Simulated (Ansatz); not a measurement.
Profile along the Al–Al line in ScAl3 (Cu3Au type)

ScAl3 (Cu3Au type)

```
CELL_PARAMETERS angstrom
      4.08581     0.00000     0.00000
      0.00000     4.08581     0.00000
      0.00000     0.00000     4.08581
ATOMIC_POSITIONS crystal
  Al 0.00000 0.50000 0.50000
  Al 0.50000 0.50000 0.00000
  Al 0.50000 0.00000 0.50000
  Sc 0.00000 0.00000 0.00000
```

Fields along a shortest Al–Al line of a {100} plane (2.89 Å), from Al to Al, interpolated on the slice's grid (step about 0.1 Å). Method: r2SCAN (plane waves to 500 eV, PAW, scalar-relativistic; Ansatz, a quantum-chemistry and plane-wave program). k mesh 11×11×11. These are valence fields of a PAW run, semicore shells included where kept as valence: close to a nucleus they are smooth pseudo fields. ScAl3 is run without spin polarisation. ScAl3 was relaxed with its symmetry unable to fall.

| distance from Al (Å) | valence electron density (e/Å³) | electron localisation function |
|---|---|---|
| 0.00 | 0.06 | x |
| 0.29 | 0.06 | x |
| 0.58 | 0.12 | 0.08 |
| 0.87 | 0.21 | 0.56 |
| 1.16 | 0.22 | 0.70 |
| 1.45 | 0.21 | 0.70 |
| 1.73 | 0.22 | 0.70 |
| 2.02 | 0.21 | 0.56 |
| 2.31 | 0.12 | 0.08 |
| 2.60 | 0.06 | x |
| 2.89 | 0.06 | x |

x: too close to a nucleus for the ELF to mean much.

Density on the Al–Al line (2.89 Å) at its midpoint: 0.21 e/Å³. ELF at that point: 0.70. ELF maximum in the middle third of the Al–Al line: 0.70, 1.2 Å from Al.
